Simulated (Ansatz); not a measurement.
ScAg (CsCl type, Pm-3m), PBE (plane waves, PAW; program Ansatz), all energies at zero smearing, with the estimated change up to a 700 eV cutoff added, with one set of potentials and settings (totals compare only within such a set). Cell of 2 atoms (1 Sc, 1 Ag): -9726.950 eV.

| element | reference phase | E (eV/atom) |
|---|---|---|
| Sc | P6_3/mmc, 2 atoms in the cell | -2135.8097 |
| Ag | R-3m, 3 atoms in the cell | -7590.5531 |

Formation energy per atom, worked out: (-9726.950 − 1×(-2135.8097) − 1×(-7590.5531))/2 = -0.293 eV/atom (-28 kJ per mol of atoms), at 0 K, without zero-point energy or fitted corrections.

The workflow started from a Materials Project entry (that database holds measured and hypothetical structures alike); the Crystallography Open Database files this formula in space group No. 221, but the cells were not matched. Whether it is the stable phase at ambient conditions was not checked. Symmetry was held in the PBE relaxation; its stability against distortions is not shown here. The run is not spin-polarised. The references are the lowest solids computed at this level, not always the standard phases.

Potentials: the later of the program's two PAW sets.
